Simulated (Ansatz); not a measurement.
ZrPbO₃ (cubic perovskite, Pm-3m) at seven volumes, LDA in the plane-wave PAW code Ansatz, scaled uniformly. One row is withheld.

```csv
V (Å³/atom),P (GPa)
12.622,20.99
13.038,12.85
13.454,5.91
13.870,0.01
14.286,?
14.702,-9.30
15.118,-12.94
```

**Question.** Fit the shown pressures and predict the withheld one.

**Answer.** P = (3/2)B₀(x^(7/2) − x^(5/2))[1 + (3/4)(B′ − 4)(x − 1)] with x = (V₀/V)^(2/3). Least squares on the six rows gives V₀ = 13.871 Å³/atom, B₀ = 181 GPa, B′ = 4.34. At V = 14.286, x = 0.9805 and P = -5.01 GPa. The run itself gave -5.02 GPa.

The first step of the workflow began from a Materials Project structure, measured or hypothetical; the Crystallography Open Database copy checked does not list it. COD files the formula under space group No. 38, 55, so this cell is another polymorph or a model. Whether it is the stable phase at ambient conditions was not checked. The cell was relaxed with LDA under the symmetry of its start. At this level the phase is dynamically unstable (imaginary phonons). No spin polarisation was allowed. Spin–orbit coupling is left out wherever it is not named.

Potentials: the later of the program's two PAW sets.
